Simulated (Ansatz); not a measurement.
SiGe (wurtzite, space group No. 186) at seven volumes, the program Ansatz at the PBEsol level (PAW), shape and atoms relaxed at each. One row is withheld.

| V (Å³/atom) | P (GPa) |
|---|---|
| 19.313 | 9.44 |
| 19.949 | 5.77 |
| 20.586 | 2.65 |
| 21.223 | 0.00 |
| 21.859 | ? |
| 22.496 | -4.14 |
| 23.133 | -5.74 |

Fit the shown pressures and predict the withheld one.

Third-order Birch–Murnaghan: P = (3/2)B₀(x^(7/2) − x^(5/2))[1 + (3/4)(B′ − 4)(x − 1)] with x = (V₀/V)^(2/3). Least squares on the six rows gives V₀ = 21.224 Å³/atom, B₀ = 80.92 GPa, B′ = 4.49. At V = 21.859, x = 0.9805 and P = -2.23 GPa. The run itself gave -2.24 GPa.

Space group P6_3mc (wurtzite). The workflow started from a Materials Project entry (that database holds measured and hypothetical structures alike); the Crystallography Open Database copy checked does not list it. Its standing as an ambient phase is unchecked. The PBEsol relaxation kept the symmetry of its start; whether a distortion lowers the energy is not shown.

Potentials: the earlier of the program's two PAW sets. The files were generated under PBE; for other functionals the program regenerates the frozen cores, and for LDA and PBEsol the local potential too.
